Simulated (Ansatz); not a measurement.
Ni₃P:
```cif
data_Ni12P4
_chemical_formula_sum 'Ni12 P4'
_space_group_name_H-M_alt 'P 1'
_space_group_IT_number 1
_cell_length_a 6.60938
_cell_length_b 6.60938
_cell_length_c 6.60938
_cell_angle_alpha 96.140
_cell_angle_beta 96.140
_cell_angle_gamma 141.820
loop_
_space_group_symop_operation_xyz
  'x, y, z'
loop_
_atom_site_label
_atom_site_type_symbol
_atom_site_fract_x
_atom_site_fract_y
_atom_site_fract_z
_atom_site_occupancy
Ni1 Ni 0.00841 0.61027 0.66718 1
Ni2 Ni 0.65877 0.99159 0.60186 1
Ni3 Ni 0.94309 0.34123 0.33282 1
Ni4 Ni 0.38973 0.05691 0.39814 1
Ni5 Ni 0.97528 0.58663 0.05202 1
Ni6 Ni 0.07674 0.02472 0.61135 1
Ni7 Ni 0.53461 0.92326 0.94798 1
Ni8 Ni 0.41337 0.46539 0.38865 1
Ni9 Ni 0.35342 0.16435 0.03537 1
Ni10 Ni 0.68195 0.64658 0.81093 1
Ni11 Ni 0.12898 0.31805 0.96463 1
Ni12 Ni 0.83565 0.87102 0.18907 1
P1 P 0.52822 0.19436 0.76286 1
P2 P 0.23463 0.47178 0.66614 1
P3 P 0.43151 0.76537 0.23714 1
P4 P 0.80564 0.56849 0.33386 1
```

Relaxed with PBEsol.

Question: Which orbitals make up the states near the Fermi level in plane-wave PAW PBEsol (Ansatz code)?

Answer: Within 0.5 eV of the Fermi level: Ni 3d 81 %, P 3p 11 %. Projections are on Löwdin-orthogonalised atomic valence shells; empty p or d shells of many metals are not among them.

Question: Tabulate the density of states.

Answer: States/eV per cell of 16 atoms, in 0.25 eV bins, energy from the Fermi level.

| E (eV) | total | Ni 3d | P 3p | Ni 4s |
|---|---|---|---|---|
| -7.85 | 6.56 | 0.96 | 3.50 | 1.84 |
| -7.60 | 6.84 | 1.21 | 3.57 | 1.71 |
| -7.35 | 5.70 | 1.12 | 2.95 | 1.34 |
| -7.10 | 4.80 | 1.16 | 2.39 | 0.98 |
| -6.85 | 4.17 | 0.98 | 2.23 | 0.78 |
| -6.60 | 5.62 | 1.54 | 2.91 | 0.92 |
| -6.35 | 6.37 | 1.95 | 3.17 | 0.97 |
| -6.10 | 7.67 | 2.71 | 3.80 | 0.94 |
| -5.85 | 7.94 | 3.08 | 3.89 | 0.78 |
| -5.60 | 7.09 | 2.97 | 3.47 | 0.50 |
| -5.35 | 15.72 | 7.01 | 7.84 | 0.58 |
| -5.10 | 11.27 | 5.21 | 5.52 | 0.30 |
| -4.85 | 1.49 | 0.71 | 0.72 | 0.03 |
| -4.60 | 0.00 | 0.00 | 0.00 | 0.00 |
| -4.35 | 4.28 | 2.97 | 0.29 | 0.84 |
| -4.10 | 10.03 | 7.86 | 0.43 | 1.28 |
| -3.85 | 18.11 | 14.83 | 0.68 | 1.84 |
| -3.60 | 25.59 | 22.02 | 0.77 | 1.49 |
| -3.35 | 34.25 | 30.15 | 0.90 | 1.41 |
| -3.10 | 24.96 | 22.03 | 0.65 | 0.93 |
| -2.85 | 26.21 | 23.64 | 0.50 | 0.83 |
| -2.60 | 23.73 | 21.88 | 0.35 | 0.57 |
| -2.35 | 28.58 | 26.65 | 0.39 | 0.58 |
| -2.10 | 24.82 | 23.69 | 0.25 | 0.27 |
| -1.85 | 29.80 | 28.53 | 0.37 | 0.22 |
| -1.60 | 28.57 | 27.47 | 0.32 | 0.19 |
| -1.35 | 38.12 | 36.65 | 0.46 | 0.34 |
| -1.10 | 31.64 | 30.44 | 0.47 | 0.26 |
| -0.85 | 32.71 | 31.40 | 0.55 | 0.30 |
| -0.60 | 24.92 | 23.59 | 0.57 | 0.30 |
| -0.35 | 17.25 | 15.22 | 0.96 | 0.39 |
| -0.10 | 9.24 | 7.35 | 0.99 | 0.31 |
| 0.15 | 8.30 | 6.09 | 1.37 | 0.31 |
| 0.40 | 6.29 | 4.09 | 1.28 | 0.33 |
| 0.65 | 5.39 | 3.29 | 1.33 | 0.27 |
| 0.90 | 6.56 | 3.74 | 1.78 | 0.41 |
| 1.15 | 6.78 | 3.70 | 2.00 | 0.41 |
| 1.40 | 5.40 | 2.77 | 1.74 | 0.33 |
| 1.65 | 5.46 | 2.65 | 1.88 | 0.38 |
| 1.90 | 5.37 | 2.45 | 1.97 | 0.42 |
| 2.15 | 3.79 | 1.58 | 1.43 | 0.38 |
| 2.40 | 3.34 | 1.14 | 0.81 | 0.77 |
| 2.65 | 3.58 | 1.01 | 0.64 | 0.92 |
| 2.90 | 5.30 | 1.43 | 1.10 | 1.32 |
| 3.15 | 3.13 | 0.78 | 0.65 | 0.83 |
| 3.40 | 4.89 | 1.12 | 0.91 | 1.62 |
| 3.65 | 2.63 | 0.55 | 0.46 | 0.93 |
| 3.90 | 4.79 | 0.90 | 0.76 | 1.79 |
| 4.15 | 3.84 | 0.63 | 0.49 | 1.63 |
| 4.40 | 4.19 | 0.63 | 0.50 | 1.79 |
| 4.65 | 5.69 | 0.73 | 0.57 | 2.21 |

Space group I-4. The first step of the workflow began from a Materials Project structure, measured or hypothetical; the Crystallography Open Database files this formula in space group No. 82, but the cells were not matched. Whether it is the stable phase at ambient conditions was not checked. The cell was relaxed with PBEsol under the symmetry of its start; its stability against distortions is not shown here. The run is not spin-polarised.

Potentials: the later of the program's two PAW sets.
